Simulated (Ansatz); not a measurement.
Theory: Ansatz, DFT PBE, scalar-relativistic, plane waves, PAW. Cutoff 420 eV, Γ-centred 8×8×8 mesh (6-atom cell), Gaussian smearing of 0.02 eV, no spin polarisation.

Formation energies are uncorrected and count from the elements' standard states at the same level.

Question: Give a relaxed trial structure of a tetragonal semiconductor that holds Be and 2 more elements, with a gap near 2.7 eV, a formation energy near −0.74 eV/atom and a density near 4.59 g/cm³, in a cell of 6 atoms. Its symmetry should be I-4m2 (No. 119).

Answer: Be₂ZnSe₃, space group I-4m2 (No. 119). Around Be lie 4 Se at 2.26–2.27 Å; Zn has 4 Se at 2.44 Å; Se on a site of symmetry -4m2 has 4 Be at 2.27 Å; Se on a site of symmetry 2mm has 2 Be at 2.26 Å and 2 Zn at 2.44 Å.

```cif
data_structure
_symmetry_space_group_name_H-M 'P 1'
_symmetry_Int_Tables_number 1
_cell_length_a 8.5556
_cell_length_b 8.5556
_cell_length_c 8.5556
_cell_angle_alpha 154.514
_cell_angle_beta 154.514
_cell_angle_gamma 36.353
_cell_volume 115.80
loop_
_atom_site_label
_atom_site_type_symbol
_atom_site_fract_x
_atom_site_fract_y
_atom_site_fract_z
_atom_site_occupancy
Be1 Be 0.67200 0.67200 0.00000 1
Be2 Be 0.32800 0.32800 0.00000 1
Zn1 Zn 0.00000 0.00000 0.00000 1
Se1 Se 0.25000 0.75000 0.50000 1
Se2 Se 0.90455 0.40455 0.50000 1
Se3 Se 0.59545 0.09545 0.50000 1
```

- Volume per atom: 19.30 Å³
- Density: 4.59 g/cm³
- Energy over the elements: −0.742 eV/atom
- Gap on the 8×8×8 mesh of the 6-atom cell: 2.65 eV

The structure comes from a generated guess, relaxed at this level; another structure or a mixture of phases may lie lower. The answer needn't be unique; the calculation gave this one.

Kohn–Sham gaps at this level usually fall short of measured ones. The reference form of Se is held partly by dispersion forces, which this level lacks. A structure relaxed within its symmetry needn't be a true minimum.
